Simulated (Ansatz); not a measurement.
Simulated powder pattern, neutron, λ = 1.5401 Å (kinematic, ideal powder, no thermal factors, coherent scattering alone; the 30 strongest lines at most, above 1 %, up to 2θ = 90°):

```
2θ (°)  d (Å)  I/Imax (%)
------  -----  ----------
33.58   2.666          17
34.80   2.575          72
36.00   2.492          49
38.24   2.351          78
43.47   2.079          16
50.05   1.820          11
57.67   1.597          39
60.04   1.539         100
66.21   1.410          85
70.58   1.333         5.0
71.30   1.321          22
72.04   1.310          96
73.45   1.288          27
75.62   1.256          12
76.34   1.246         5.2
76.99   1.237         6.6
81.86   1.175         5.3
86.03   1.129         1.7
88.04   1.108          23
```

The pattern belongs to a structure relaxed with DFT-LDA in the program Ansatz with PAW potentials.

The compound is AlN.

### Question
Give the crystal system and the lattice parameters.

### Answer
hexagonal, P6_3mc; a = 3.078 Å, c = 9.968 Å.

The cell is a constructed one: a structure type filled with these elements. Its sites differ from those of the usual phase in this space group: another stacking or structure type. Symmetry was held in the LDA relaxation; phonons on a q-mesh show no instability.

Potentials: the later of the program's two PAW sets.
